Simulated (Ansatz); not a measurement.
# Structures of FeNi3: which is lowest?

Plane-wave DFT in Ansatz with scalar-relativistic PAW potentials, cutoff 420 eV, Γ-centred meshes chosen by cell and gap, Gaussian smearing with energies taken to zero width. Every cell was relaxed (cell and atoms) in a run of its own, within the symmetry of its start. Functional: PBEsol.

Relaxed structures (starts from databases or built by putting these elements on another compound's sites):
A. Fm-3m, 4 atoms in the computed cell, a = 5.551 Å; sites (symmetry × multiplicity) Fe m-3m × 4, Ni -43m × 8 + m-3m × 4; start: database
B. Pm-3m, 4 atoms in the computed cell, a = 3.489 Å; sites (symmetry × multiplicity) Fe m-3m × 1, Ni 4/mm.m × 3; start: database

Problem. Rank them by energy. Could pressure change the order?

Solution.
| structure | group | E − E(lowest) (meV/atom) | V (Å³/atom) | gap on mesh (eV) |
| --- | --- | --- | --- | --- |
| B | Pm-3m | 0.0 | 10.62 | 0.00 |
| A | Fm-3m | 120 | 10.69 | 0.00 |

B is lowest, 120 meV/atom under A. The lowest is also the densest of these, so pressure wouldn't bring one of the others in at first order. Other structures may lie lower than all of these, and vibrations aren't counted.

Only parallel moments were tried here. Magnetic cells started from one order each; another order can shift an energy by tens of meV per atom.